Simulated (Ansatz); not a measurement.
MoRu:
```
CELL_PARAMETERS angstrom
      0.00000     2.55060     2.55060
      2.55060     0.00000     2.55060
      2.55060     2.55060     0.00000
ATOMIC_POSITIONS crystal
  Ru 0.00000 0.00000 0.00000
  Mo 0.50000 0.50000 0.50000
```

Relaxed with PBE. Special points in fractions of this cell's reciprocal vectors: Γ (0.000, 0.000, 0.000); X (0.500, 0.000, 0.500); U (0.625, 0.250, 0.625); K (0.375, 0.375, 0.750); L (0.500, 0.500, 0.500); W (0.500, 0.250, 0.750).

**Question.** List the band energies nearest the Fermi level at these points for the program Ansatz at the PBE level (PAW).

**Answer.** In eV from the Fermi level; about four levels below and three above (degenerate sets whole), none deeper than 8.9 eV; points with the same levels are listed once.

```tsv
k	below	above
Γ	-4.98 -4.98 -4.45 -4.45 -4.45	2.54 2.54 2.54
X	-3.16 -0.88 -0.88 -0.24	0.74 0.74 2.76
U	-3.35 -3.07 -2.84 -1.41	0.31 0.77 1.40
L	-1.58 -1.58 -1.19 -1.19	0.21 0.21 1.21
W	-3.67 -1.36 -0.83 -0.69	0.68 1.28 1.28
```

Space group Fm-3m (rock salt). The start of the workflow was typed in or built on a structure type; neither database checked (COD, Materials Project) lists it. Its standing as an ambient phase is unchecked. Symmetry was held in the PBE relaxation; its stability against distortions is not shown here. No spin polarisation was allowed. Its formation energy is positive at this level, so the cell may be metastable or incomplete. Scalar-relativistic: spin–orbit coupling is off unless named, which matters more the heavier the elements.

Potentials: the earlier of the program's two PAW sets.
